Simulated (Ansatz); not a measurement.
Is this La2LuN3 structure stable?

It was reached by relaxing an invented guess, and it needn't be the stable form of this composition.

The calculation used DFT PBE, scalar-relativistic, plane waves, PAW in Ansatz. The final run on the 6-atom cell used 420 eV, a Γ-centred 12×12×4 mesh, 0.01 eV smearing and no spin polarisation.

```
La Lu N
1.0
     3.61852    0.00000    0.00000
    -1.80926    3.13373    0.00000
     0.00000    0.00000    8.93793
La Lu N
2 1 3
Direct
  0.33333 0.66667 0.67607
  0.66667 0.33333 0.32393
  0.00000 0.00000 0.00000
  0.00000 0.00000 0.50000
  0.33333 0.66667 0.14900
  0.66667 0.33333 0.85100
```

The zero of energy is the elements' standard structures at the same level (N₂ as a molecule); no fitted shifts are applied.

Question: These tests were run: energy against the elements; phonons on a 2×2×1 q mesh. What do they show?

Answer:

```json
{"test": "energy against the elements", "result": "−1.363 eV/atom"}
{"test": "phonons on a 2×2×1 q mesh", "result": "imaginary modes down to 165i cm⁻¹"}
```

It fails one test: phonons on a 2×2×1 q mesh. So it isn't even a local minimum.

The run for the phonons used a 12×12×4 k mesh.
